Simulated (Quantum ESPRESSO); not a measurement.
# Kohn-Sham bands of YTl (CsCl type)

```yaml
crystal:
  lattice:
    - [3.77760, 0.00000, 0.00000]
    - [0.00000, 3.77760, 0.00000]
    - [0.00000, 0.00000, 3.77760]
  atoms:
    - { symbol: Y, position: [0.50000, 0.50000, 0.50000] }
    - { symbol: Tl, position: [0.00000, 0.00000, 0.00000] }
```

Materials Project entry mp-11575; symmetrised, unrelaxed at this level. COD (Crystallography Open Database) has an entry of this formula and space group (matched by these alone). Method: LDA plane waves in Quantum ESPRESSO 7.5 (PseudoDojo norm-conserving files, 58 Ry, no spin polarisation, no spin-orbit coupling), Bloch states on a 8×8×8 mesh through Γ, Wannier90 4.0.1. Density: 12×12×12 mesh, cold smearing 0.01 Ry. Spin-orbit coupling is left out although heavy elements are present.

List the Kohn-Sham levels between −8 and 3.0 eV relative to the Fermi level at the high-symmetry points, as a band run of pw.x on that density gives them (levels within 2 meV counted together).


| point | k (reciprocal lattice) | levels (eV) |
|---|---|---|
| Γ | 0.000 0.000 0.000 | -0.12 (×2) |
| X | 0.000 0.500 0.000 | -6.89, -4.07, 0.03, 0.59 (×2) |
| M | 0.500 0.500 0.000 | -6.38, -1.40 (×2), -0.12, 2.30 (×2) |
| R | 0.500 0.500 0.500 | -4.45, -2.44 (×3) |
